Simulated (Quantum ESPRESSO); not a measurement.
pw.x input (Quantum ESPRESSO 7.5; PBE, PseudoDojo stringent norm-conserving files, scalar-relativistic):

```
&CONTROL
  calculation = 'scf'
  pseudo_dir = './pseudo'
  outdir = './out'
  tprnfor = .true.
  tstress = .true.
/
&SYSTEM
  ibrav = 0
  nat = 4
  ntyp = 2
  ecutwfc = 102.0
  ecutrho = 408.0
  occupations = 'smearing'
  smearing = 'fd'
  degauss = 0.002
  nbnd = 33
  assume_isolated = '2D'
/
&ELECTRONS
  conv_thr = 4e-10
/
ATOMIC_SPECIES
S 32.0600 S.upf
Sn 118.7100 Sn.upf
CELL_PARAMETERS angstrom
  4.082125231000   0.000000000000   0.000000000000
  0.000000000000   4.047635603000   0.000000000000
  0.000000000000   0.000000000000  15.900000000000
ATOMIC_POSITIONS crystal
S   0.955031725800   0.000000000000   0.072856478900
S   0.455031725800   0.500000000000  -0.072856478900
Sn   0.425108274200   0.500000000000   0.088032626400
Sn   0.925108274200   0.000000000000  -0.088032626400
K_POINTS automatic
6 8 1 0 0 0
```

End of the output:

```
     total energy              =    -930.41799383 Ry
     estimated scf accuracy    <       0.00000015 Ry
     total energy              =    -930.41799383 Ry
     estimated scf accuracy    <       0.00000004 Ry
     total energy              =    -930.41799385 Ry
     estimated scf accuracy    <          1.6E-09 Ry
[...]
     the Fermi energy is    -3.6542 ev
!    total energy              =    -930.41799385 Ry
     estimated scf accuracy    <          9.9E-11 Ry
     smearing contrib. (-TS)   =      -0.00000000 Ry
     internal energy E=F+TS    =    -930.41799385 Ry
     The total energy is F=E-TS. E is the sum of the following terms:
     one-electron contribution =   -3594.28977052 Ry
     hartree contribution      =    1768.19978867 Ry
     xc contribution           =    -120.55630704 Ry
     ewald contribution        =    1016.22829505 Ry
     convergence has been achieved in  10 iterations
     Forces acting on atoms (cartesian axes, Ry/au):
     atom    1 type  1   force =    -0.00061923    0.00000000    0.00466574
     atom    2 type  1   force =    -0.00061923    0.00000000   -0.00466574
     atom    3 type  2   force =     0.00061923    0.00000000    0.01043452
     atom    4 type  2   force =     0.00061923    0.00000000   -0.01043452
     Total force =     0.016212     Total SCF correction =     0.000104
```
In a gapped system the printed Fermi energy is only some level inside the gap.

Spin-orbit coupling is not included.

Geometry relaxed with PBEsol.
